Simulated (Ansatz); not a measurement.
**Li2AlH5: relaxation step by step**

The cell of Li2AlH5 is invented: random cell by space group and Wyckoff sites (P-3m1, No. 164). Lengths were set from tabulated atomic sizes, so they are only a guess.

```yaml
crystal:
  lattice:
    - [3.61728, 0.00000, 0.00000]
    - [-1.80864, 3.13266, 0.00000]
    - [0.00000, 0.00000, 6.77669]
  atoms:
    - { symbol: Li, position: [0.00000, 0.00000, 0.82766] }
    - { symbol: Li, position: [0.00000, 0.00000, 0.17234] }
    - { symbol: Al, position: [0.00000, 0.00000, 0.50000] }
    - { symbol: H, position: [0.33333, 0.66667, 0.56577] }
    - { symbol: H, position: [0.66667, 0.33333, 0.43423] }
    - { symbol: H, position: [0.33333, 0.66667, 0.37702] }
    - { symbol: H, position: [0.66667, 0.33333, 0.62298] }
    - { symbol: H, position: [0.00000, 0.00000, 0.00000] }
```

These are results of DFT PBE, scalar-relativistic, plane waves, PAW in Ansatz 0.2.0, not measurements. Cutoff 420 eV, Gaussian smearing, Γ-centred meshes. Cell and atoms relax first on a coarse mesh and then on a converged one. In between, the cell is made exact in the group found at 0.06 Å. The steps can't lower the symmetry of their start. No spin polarisation.

Steps on the 6×6×4 mesh (8 atoms, 15 steps). The free energy counts from the last step; the plane-wave basis is renewed at times, which shifts energy and pressure.

| step | ΔF (meV/atom) | V (Å³/atom) | P (GPa) | largest force component (eV/Å) |
| --- | --- | --- | --- | --- |
| 1 | 454.0 | 9.60 | 12.50 | 4.564 |
| 2 | 279.7 | 9.97 | 8.63 | 2.131 |
| 3 | 180.2 | 10.42 | 5.93 | 0.836 |
| 4 | 121.0 | 10.93 | 4.51 | 0.557 |
| 5 | 79.9 | 11.79 | 7.00 | 1.504 |
| 6 | 41.2 | 13.16 | 1.10 | 0.669 |
| 7 | 24.6 | 14.74 | 0.31 | 0.032 |
| 8 | 22.6 | 14.94 | 0.32 | 0.055 |
| 9 | 21.9 | 15.52 | -0.05 | 0.045 |
| 10 | 21.9 | 15.52 | 0.02 | 0.017 |
| 11 | 3.2 | 15.52 | 0.75 | 0.028 |
| 12 | 1.4 | 16.40 | 0.21 | 0.021 |
| 13 | 1.3 | 17.03 | 0.09 | 0.018 |
| 14 | 1.6 | 17.64 | -0.06 | 0.034 |
| 15 | 0.0 | 17.64 | -0.06 | 0.038 |

The relaxed structure, after a last relaxation on the converged mesh:

```cif
data_structure
_symmetry_space_group_name_H-M 'P 1'
_symmetry_Int_Tables_number 1
_cell_length_a 4.3060
_cell_length_b 4.3060
_cell_length_c 8.8727
_cell_angle_alpha 90.000
_cell_angle_beta 90.000
_cell_angle_gamma 120.000
_cell_volume 142.47
loop_
_atom_site_label
_atom_site_type_symbol
_atom_site_fract_x
_atom_site_fract_y
_atom_site_fract_z
_atom_site_occupancy
Li1 Li 0.00000 0.00000 0.81328 1
Li2 Li 0.00000 0.00000 0.18672 1
Al1 Al 0.00000 0.00000 0.50000 1
H1 H 0.33333 0.66667 0.54565 1
H2 H 0.66667 0.33333 0.45435 1
H3 H 0.33333 0.66667 0.45435 1
H4 H 0.66667 0.33333 0.54565 1
H5 H 0.00000 0.00000 0.00000 1
```

The symmetry goes from P-3m1 (No. 164) to P6/mmm (No. 191). The volume per atom grows by 85.5 %, from 9.6 to 17.8 Å³. The shortest distance goes from 1.17 Å (Li–H) to 0.81 Å (H–H). The energy falls by about 0.45 eV/atom (the start's value is from the coarse mesh). Around Li lie 1 H at 1.66 Å and 1 Al at 2.78 Å; around Al lie 12 H at 2.52 Å and 2 Li at 2.78 Å; around H on a site of symmetry 3m lie 1 H at 0.81 Å, 3 H at 2.49 Å, 3 Al at 2.52 Å and 3 H at 2.61 Å; 1 more site not described.

```json
{
  "Volume per atom": "17.8 Å³",
  "Density": "0.5 g/cm³",
  "Formation energy": "+0.308 eV/atom",
  "Gap on the 12×12×4 mesh of the 8-atom cell": "0.07 eV"
}
```

Formation energies are uncorrected and refer to the elements' standard structures at the same level (H₂ as a molecule).

The last run used Gaussian smearing of 0.10 eV. Weakly bound directions are ill-defined at this level, which has no dispersion term. With hydrogen, zero-point motion can shift formation energies by some tens of meV/atom. A gap this small is below the smearing, so the run can't tell it from none. A structure relaxed within its symmetry needn't be a true minimum. In all, the 3 runs took 68 s on 1 thread of Arm Neoverse V2 (shared host).
